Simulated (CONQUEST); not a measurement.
Consider a self-consistent single point of Ag (Fm-3m, 4 atoms in the cell; from Materials Project mp-124).

```
CELL_PARAMETERS angstrom
      4.10436     0.00000     0.00000
      0.00000     4.10436     0.00000
      0.00000     0.00000     4.10436
ATOMIC_POSITIONS crystal
  Ag 0.00000 0.00000 0.00000
  Ag 0.00000 0.50000 0.50000
  Ag 0.50000 0.00000 0.50000
  Ag 0.50000 0.50000 0.00000
```

All values come from this method and carry its errors: LDA (PW92), numerical atomic orbitals double-zeta with polarisation (the shipped basis), PseudoDojo norm-conserving potentials made for LDA (CONQUEST).

CONQUEST settings:

```
key                                             value
---------------------  ------------------------------
basis                                             DZP
Diag.MPMeshX, Y, Z                              4 4 4
potentials             PseudoDojo norm-conserving LDA
Grid.GridCutoff                                140 Ha
DM.SolutionMethod                              diagon
Diag.SmearingType                                   1
Diag.kT                                   0.007350 Ha
Diag.GammaCentred                                true
Diag.MPOrder                                        0
minE.SCTolerance                              1.0e-06
SC.MaxIters                                       100
SC.LinearMixingFactor                             0.5
SC.KerkerPreCondition                            true
SC.KerkerFactor                            0.1 1/bohr
AtomMove.TypeOfRun                             static
```

Results:

```
Item                                                      Result
------------------------------------------------  --------------
Number of valence electrons                                   76
Number of bands                                               76
Number of k-points after the program's reduction              51
Size of the basis                                             76
Number of SCF iterations                                       5
FFT grid                                            48 × 48 × 48
Free energy E − TS                                -16868.6157 eV
Fermi level (on the code's own zero)                    -4.73 eV
Pressure                                               -8.73 GPa
```

Stress (GPa, positive for compression):
```
-8.73   0.00   0.00
 0.00  -8.73   0.00
 0.00   0.00  -8.73
```

The program uses no crystal symmetry, so grid and mesh can part values that symmetry would make equal. The atom-centred basis is finite, which shifts total energies and pressures against plane waves. The structure comes from a collection of computed structures, made at another level of theory; the collection holds predicted forms beside known ones. No clean gap shows at this smearing width and mesh (spacing up to 0.38 Å⁻¹); the mesh is coarse for partly filled bands, so the values carry mesh errors.

Cost on one core: roughly 90 core-seconds.
